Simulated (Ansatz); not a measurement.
AgI:
```xyz
4
Lattice="4.4202 0.0000 0.0000 -2.2101 3.8280 0.0000 0.0000 0.0000 6.4062" Properties=species:S:1:pos:R:3 pbc="T T T"
Ag     0.0000     0.0000     0.0000
Ag     0.0000     0.0000     3.2031
I      0.0000     2.5520     1.6016
I      2.2101     1.2760     4.8047
```

Relaxed with PBEsol.

### Question
Give the optical modes at the zone centre with their infrared activity from DFPT, DFT-PBEsol in the program Ansatz with PAW potentials.

### Answer
Transverse frequencies, without the LO–TO term; a row sums one degenerate level.

| ω (cm⁻¹) | degeneracy | IR ((D/Å)²/amu) | activity | symmetry |
|---|---|---|---|---|
| 27 | 1 | 2.05 | IR | A2u |
| 50 | 2 | 0.00 | IR-inactive | E2u |
| 65 | 2 | 0.00 | IR-inactive | E2g |
| 65 | 1 | 0.00 | IR-inactive | B2u |
| 70 | 2 | 4.56 | IR | E1u |
| 110 | 1 | 0.00 | IR-inactive | B1g |

### Question
How high does the top mode go among those that the LO–TO term moves?

### Answer
101 cm⁻¹ for q along x, 101 cm⁻¹ for q along y, 75 cm⁻¹ for q along z.

Space group P6_3/mmc (NiAs type). The start of the workflow was typed in or built on a structure type; neither database checked (COD, Materials Project) lists it. It is not the phase usual at ambient conditions (space group No. 186, 216). The cell was relaxed with PBEsol under the symmetry of its start; of distortions, only those at the zone centre were tested. No spin polarisation was allowed. Scalar-relativistic: spin–orbit coupling is off unless named, which matters more the heavier the elements.

Potentials: the later of the program's two PAW sets.
